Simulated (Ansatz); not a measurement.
La₃Al₄Si₆ in space group P-3m1 (No. 164; Pearson symbol hP13), r²SCAN in the plane-wave PAW code Ansatz, all energies at zero smearing, with the estimated change up to a 700 eV cutoff added, with one set of potentials and settings (totals compare only within such a set). Cell of 13 atoms (3 La, 4 Al, 6 Si): -24797.495 eV.

| element | reference phase | E (eV/atom) |
|---|---|---|
| La | P6_3/mmc, 4 atoms in the cell | -6264.8722 |
| Al | Fm-3m, 1 atoms in the cell | -540.4106 |
| Si | Fd-3m, 2 atoms in the cell | -639.0665 |

Formation energy per atom, worked out: (-24797.495 − 3×(-6264.8722) − 4×(-540.4106) − 6×(-639.0665))/13 = -0.526 eV/atom (-51 kJ per mol of atoms), at 0 K, without zero-point energy or fitted corrections.

The first step of the workflow began from a Materials Project structure, measured or hypothetical; the Crystallography Open Database copy checked does not list it. Whether it is the stable phase at ambient conditions was not checked. The cell was relaxed with r²SCAN under the symmetry of its start; its stability against distortions is not shown here. The references are the lowest solids computed at this level, not always the standard phases. Scalar-relativistic: spin–orbit coupling is off unless named, which matters more the heavier the elements.

Potentials: the earlier of the program's two PAW sets.
